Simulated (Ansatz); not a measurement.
Consider the following.

TaSi2:
```yaml
crystal:
  lattice:
    - [-3.05583, 3.05583, 2.71022]
    - [3.05583, -3.05583, 2.71022]
    - [3.05583, 3.05583, -2.71022]
  atoms:
    - { symbol: Si, position: [0.64384, 0.14384, 0.78767] }
    - { symbol: Si, position: [0.85616, 0.64384, 0.50000] }
    - { symbol: Si, position: [0.14384, 0.35616, 0.50000] }
    - { symbol: Si, position: [0.35616, 0.85616, 0.21233] }
    - { symbol: Ta, position: [0.25000, 0.25000, 0.00000] }
    - { symbol: Ta, position: [0.75000, 0.75000, 0.00000] }
```

This is the PBE-relaxed structure.

Problem. All from plane-wave PAW PBE (Ansatz code), unless another level is named. Estimate the electronic character.

Solution. metallic (no gap).

Problem. Give the formation energy from the elements (no fitted shifts).

Solution. 0.031 eV/atom.

Problem. Predict the density of states at the Fermi level.

Solution. 0.80 states/eV per atom (mean over ±0.08 eV).

Space group I4/mcm. A made-up cell: these elements were put on the sites of a structure type; neither database checked (COD, Materials Project) lists it. COD files the formula under space group No. 180, 181, so this cell is another polymorph or a model. Whether it is the stable phase at ambient conditions was not checked. The cell was relaxed with PBE under the symmetry of its start; whether a distortion lowers the energy is not shown. The run is not spin-polarised. The references are the lowest solids computed at this level, not always the standard phases. Spin–orbit coupling is left out wherever it is not named.

Potentials: the later of the program's two PAW sets.
